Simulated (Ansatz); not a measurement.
According to PBEsol in the plane-wave PAW code Ansatz, FeBiO3 in the orthorhombic phase (Amm2; Bi on 2b, Fe on 2a, O on 2b, O on 4d) relaxes to a = 3.694 Å, b = 5.734 Å, c = 5.982 Å. Its formation energy from the elements is -1.21 eV/atom, with no fitted shifts.

The Kohn–Sham gap is 0.73 eV (indirect). The electron mass is 1.2, 1.8, 2.4 mₑ (principal values). The magnetic state found is antiferromagnetic.

An equation-of-state fit gives a bulk modulus of 62.3 GPa. Born charges are Bi +4.54, Fe +3.79, O -2.93 to -2.48 e.

The start of the workflow was typed in or built on a structure type; neither database checked (COD, Materials Project) lists it. It is not the phase usual at ambient conditions (space group No. 161). The cell was relaxed with PBEsol under the symmetry of its start, as lowered by the spin order; its stability against distortions is not shown here. Magnetic state: antiferromagnetic, chosen from 5 collinear starts compared on coarse meshes (ties went to the first, and starts can fall back to one state), not a proven ground state. No Hubbard U is applied. The references are the lowest solids computed at this level, not always the standard phases (solids in place of the gases). Scalar-relativistic: spin–orbit coupling is off unless named, which matters more the heavier the elements.

Potentials: the later of the program's two PAW sets.
